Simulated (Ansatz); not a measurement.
MoRh (P-6m2): electronic heat capacity and spin susceptibility from the density of states

Theory: DFT r2SCAN, scalar-relativistic, plane waves, PAW in Ansatz 0.2.0.

Plane waves to 500 eV, a k mesh through Γ of 18×18×10 on the computed 2-atom cell and Gaussian smearing (0.10 eV); no spin polarisation.

Relaxed cell: P-6m2, a = 2.760 Å, b = 2.760 Å, c = 4.407 Å, α = 90.00°, β = 90.00°, γ = 120.00°, 2 atoms in the primitive cell. Whether it is the stable form of this composition wasn't checked.

The density of states at the Fermi level is 1.684 states/eV in the cell of 2 atoms (1 formula unit; both spins, tetrahedra on a 27×27×15 mesh).

Problem. What Sommerfeld coefficient and Pauli susceptibility does this give?

Solution. Per formula unit N(E_F) = 1.684 states/eV. γ = (π²/3) k_B² N(E_F) N_A = 2.357 mJ/(mol K²) per state/eV, so γ = 4.0 mJ/(mol K²), a mole of formula units. χ_P = μ_B² N(E_F) N_A = 3.23×10⁻⁵ emu/mol per state/eV gives 5.4×10⁻⁵ emu/mol. This is the bare band result: a measured γ of the same phase is as a rule larger by a factor 1 + λ from phonons and spin fluctuations, the spin part of χ is larger by the Stoner factor, and a measured χ also holds orbital and core terms. N(E_F) at one energy is sensitive to the mesh where the density of states has sharp peaks.

Cost: 1 run of about 0.71 core-minutes, on Intel Xeon 6975P-C (Granite Rapids) (shared hosts).